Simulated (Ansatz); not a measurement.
Given:

Co$_{2}$Si:
```yaml
crystal:
  lattice:
    - [3.40628, 0.00000, 0.00000]
    - [0.00000, 3.40628, 0.00000]
    - [0.00000, 0.00000, 5.69500]
  atoms:
    - { symbol: Co, position: [0.00000, 0.00000, 0.00000] }
    - { symbol: Co, position: [0.50000, 0.50000, 0.00000] }
    - { symbol: Co, position: [0.50000, 0.00000, 0.34312] }
    - { symbol: Co, position: [0.00000, 0.50000, 0.65688] }
    - { symbol: Si, position: [0.50000, 0.00000, 0.73334] }
    - { symbol: Si, position: [0.00000, 0.50000, 0.26666] }
```
The run is spin-polarised; directions of the spins, atom by atom: ↑ ↑ ↑ ↑ 0 0.

This is the PBEsol-relaxed structure.

### Question
All from DFT-PBEsol in the program Ansatz with PAW potentials, unless another level is named. Give the electronic character.

### Answer
metallic (no gap).

### Question
Predict the formation energy from the elements (no fitted shifts).

### Answer
-0.36 eV/atom.

### Question
Next, the density of states at the Fermi level?

### Answer
1.5 states/eV per atom (mean over ±0.08 eV).

Space group P4/nmm. A made-up cell: these elements were put on the sites of a structure type; neither database checked (COD, Materials Project) lists it. COD files the formula under space group No. 62. Its standing as an ambient phase is unchecked. Symmetry was held in the PBEsol relaxation; its stability against distortions is not shown here. The final state is ferromagnetic, chosen from 3 collinear starts compared on coarse meshes (ties went to the first, and starts can fall back to one state), not a proven ground state. The references are the lowest solids computed at this level, not always the standard phases.

Potentials: the later of the program's two PAW sets.
